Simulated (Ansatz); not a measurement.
MnSb (Fm-3m); spiral at q = 0.

```
CELL_PARAMETERS angstrom
0.00000 2.79502 2.79502
2.79502 0.00000 2.79502
2.79502 2.79502 0.00000
ATOMIC_POSITIONS crystal
Mn 0.00000 0.00000 0.00000
Sb 0.50000 0.50000 0.50000
```

The source of the geometry is a structure from the Materials Project; atoms and cell stay fixed.

Settings: PBEsol, 12×12×12 k mesh, Fermi–Dirac smearing of 0.08 eV. PAW means Ansatz 0.2.0 on its default frozen-core files. Site moments are integrated in spheres about the atoms. Start moments (μB): Mn1 3.8.

The self-consistent cycle went as follows.

```csv
iteration,Harris–Foulkes energy less the last (meV),density residual (eV),∫|m| (μB)
1,133.248,1.6e+00,3.7327
2,19.552,5.1e-02,4.0073
3,50.489,2.7e-02,4.0747
4,30.964,9.8e-03,4.1011
5,16.566,1.9e-03,4.1163
6,-0.248,8.3e-03,4.1180
7,0.018,1.5e-04,4.1315
8,-0.001,1.7e-05,4.1331
9,0.000,1.6e-06,4.1332
10,0.000,5.6e-07,4.1333
11,0.000,1.2e-08,4.1332
```

Site moments (μB): Mn1 3.78, Sb2 -0.09. Cell moment 3.83 μB in the turning frame.

The PAW files were made with PBE; the program remakes their cores once for the run's functional and then keeps them frozen. The Ansatz runs typed with the search for lower states off end where their start leads. Spin–orbit coupling is left out although heavy atoms are present. The magnetic state is the one that this cell and start allow. It needn't be the compound's measured order, which may need a larger cell or be absent.
